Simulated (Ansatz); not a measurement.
Relaxed CaPbF6 (space group Fm-3m):

```yaml
crystal:
  lattice:
    - [0.00000, 8.49099, 8.49099]
    - [4.24549, 4.24549, 8.49099]
    - [4.24549, 4.24549, 0.00000]
  atoms:
    - { symbol: Ca, position: [0.00000, 0.50000, 0.50000] }
    - { symbol: Ca, position: [0.50000, 0.50000, 0.50000] }
    - { symbol: Pb, position: [0.00000, 0.00000, 0.00000] }
    - { symbol: Pb, position: [0.50000, 0.00000, 0.00000] }
    - { symbol: F, position: [0.00000, 0.75822, 0.24178] }
    - { symbol: F, position: [0.50000, 0.75822, 0.24178] }
    - { symbol: F, position: [0.00000, 0.24178, 0.75822] }
    - { symbol: F, position: [0.50000, 0.24178, 0.75822] }
    - { symbol: F, position: [0.74178, 0.75822, 0.75822] }
    - { symbol: F, position: [0.24178, 0.75822, 0.75822] }
    - { symbol: F, position: [0.25822, 0.24178, 0.24178] }
    - { symbol: F, position: [0.75822, 0.24178, 0.24178] }
    - { symbol: F, position: [0.25822, 0.24178, 0.75822] }
    - { symbol: F, position: [0.75822, 0.24178, 0.75822] }
    - { symbol: F, position: [0.74178, 0.75822, 0.24178] }
    - { symbol: F, position: [0.24178, 0.75822, 0.24178] }
```

The atoms are displaced by Q × the pattern below (from a DFPT mode at X = (0.5, 0.5, 0.0), largest move 1; Q in Å), at fixed cell. (q is in reciprocal vectors of the primitive cell; the cell shown is doubled to hold the pattern.)

| atom | x | y | z |
|---|---|---|---|
| F9 | 0.000 | -1.000 | 0.000 |
| F10 | 0.000 | 1.000 | 0.000 |
| F11 | 0.000 | 1.000 | 0.000 |
| F12 | 0.000 | -1.000 | 0.000 |
| F13 | 1.000 | 0.000 | 0.000 |
| F14 | -1.000 | 0.000 | 0.000 |
| F15 | -1.000 | 0.000 | 0.000 |
| F16 | 1.000 | 0.000 | 0.000 |

Atoms not listed stay in place.

Level of theory: LDA (plane waves to 420 eV, PAW, scalar-relativistic; Ansatz, a quantum-chemistry and plane-wave program). k mesh 7×7×7 (Γ-centred), Fermi-Dirac smearing 0.05 eV. E stands for the smeared free energy. CaPbF6 was relaxed with its symmetry unable to fall. Spin-orbit coupling is left out, though Pb is heavy. ΔE is measured from the undisplaced structure.

### Question
Estimate the ΔE (meV/cell) for Q (Å) = -0.275, -0.183, -0.138, 0.138, 0.229.

### Answer
| Q (Å) | ΔE (meV/cell) |
|---|---|
| -0.275 | 7.5 |
| -0.183 | -3.8 |
| -0.138 | -3.6 |
| 0.138 | -3.6 |
| 0.229 | -0.9 |

(A displaced cell: forces are minus the slopes of the energy, force constants its curvatures, and phonons follow from these.)
